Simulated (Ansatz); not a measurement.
The cell below belongs to a search over invented structures; it isn't taken from experiment.

Input and command of a plane-wave DFT calculation in Ansatz:

```yaml
crystal:
  lattice:
    - [3.2741694699, 1.8903426248, 4.1145410661]
    - [-3.2741694699, 1.8903426248, 4.1145410661]
    - [0.0, -3.7806852496, 4.1145410661]
  atoms:
    - { symbol: Zn, position: [0.0, 0.5, 0.5] }
    - { symbol: Zn, position: [0.5, 0.0, 0.5] }
    - { symbol: Zn, position: [0.5, 0.5, 0.0] }
    - { symbol: Sn, position: [0.5, 0.5, 0.5] }
    - { symbol: "N", position: [0.955058266, 0.955058266, 0.955058266] }
    - { symbol: "N", position: [0.044941734, 0.044941734, 0.044941734] }
basis:
  ecutwfc: 420
kpoints:
  mp_grid: { grid: [6, 6, 6] }
hamiltonian:
  xc: pbe
scf:
  occupations: { method: gaussian, width: 0.1 }
output:
  forces: true
  stress: true
  eigenvalues: true
  write_density: true
  write_potential: true
  elf: true
  volumetric_format: npy
relax:
  adjacent_minimum: "off"
  f_tol: 0.01
  max_steps: 80
  cell: { stress_tol: 0.05 }
```

```bash
ansatz run input.yaml --threads 1 --pin off --max-ram 2560MiB --backend cpu --events-out ev --progress --plain --runs-dir out
```

Processor: Intel(R) Xeon(R) Platinum 8375C CPU @ 2.90GHz (Ice Lake), 1 thread, on a host shared with other jobs.

**Question.** How long does it run, and how much memory does it take?

**Answer.** About 6.2 min, peak memory 0.58 GiB. It solves 36 bands at 32 k points (after reduction by symmetry) with about 3413 plane waves (on the last cell), in 168 SCF iterations over 23 ionic steps.
